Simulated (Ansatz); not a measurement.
**Structures of Y2Zr: which is lowest?**

Plane-wave DFT in Ansatz with scalar-relativistic PAW potentials, cutoff 420 eV, Γ-centred meshes chosen by cell and gap, Gaussian smearing with energies taken to zero width. Every cell was relaxed (cell and atoms) in a run of its own, within the symmetry of its start. Functional: PBE.

Relaxed structures (starts from databases or built by putting these elements on another compound's sites):
A. Fd-3m, 6 atoms in the computed cell, a = 8.887 Å; sites (symmetry × multiplicity) Y .-3m × 16, Zr -43m × 8; start: built
B. Fm-3m, 3 atoms in the computed cell, a = 7.423 Å; sites (symmetry × multiplicity) Y -43m × 8, Zr m-3m × 4; start: built

Question: Rank them by energy. Could pressure change the order?

Answer:
```tsv
structure	group	E − E(lowest) (meV/atom)	V (Å³/atom)	gap on mesh (eV)
A	Fd-3m	0.0	29.25	0.00
B	Fm-3m	248	34.08	0.00
```

A is lowest, 248 meV/atom under B. The lowest is also the densest of these, so pressure wouldn't bring one of the others in at first order. Other structures may lie lower than all of these, and vibrations aren't counted.